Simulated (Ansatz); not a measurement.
A relaxed cell of Fe (Im-3m (No. 229)), relaxed on a k-mesh at least as fine as the one used below. The numbers are results of PBE (plane waves to 420 eV, PAW, scalar-relativistic; Ansatz, a quantum-chemistry and plane-wave program), not measurements. Γ-centred k-mesh 8×16×16 on the run's cell (coarser than for final values), Fermi–Dirac smearing 0.05 eV.

```xyz
2
Lattice="-2.8316 2.8316 2.8316 1.4158 -1.4158 1.4158 1.4158 1.4158 -1.4158" Properties=species:S:1:pos:R:3 pbc="T T T"
Fe     0.0000     0.0000     0.0000
Fe    -1.4158     1.4158     1.4158
```
Spin-polarised start, with parallel moments on Fe.

The atoms are displaced by (Å):

```json
[
 {"atom": "Fe1", "ux": "0.037", "uy": "0.125", "uz": "-0.172"},
 {"atom": "Fe2", "ux": "0.028", "uy": "0.052", "uz": "0.036"}
]
```

### Question
What forces (eV/Å) and pressure result?

### Answer
| atom | Fx | Fy | Fz |
|---|---|---|---|
| Fe1 | -0.04 | 0.26 | 1.18 |
| Fe2 | 0.04 | -0.26 | -1.18 |

Pressure +2.3 GPa.

### Question
Estimate the energy cost of the displacement in the harmonic approximation and compare with the calculation.

### Answer
For a harmonic well ΔE = −½ Σ F·u = 0.113 eV a cell, or 56 meV/atom. The calculated energy relative to the undisplaced cell is +0.06 eV/atom, so the harmonic estimate holds well.

Spin state reached: ferromagnetic (net 2.17 μB/atom), from parallel starting moments; other spin orders were not run from this start.

The run that gave the undisplaced cell could not lose the symmetry of its start; a randomly shaken copy of 2 atoms returns to this structure.
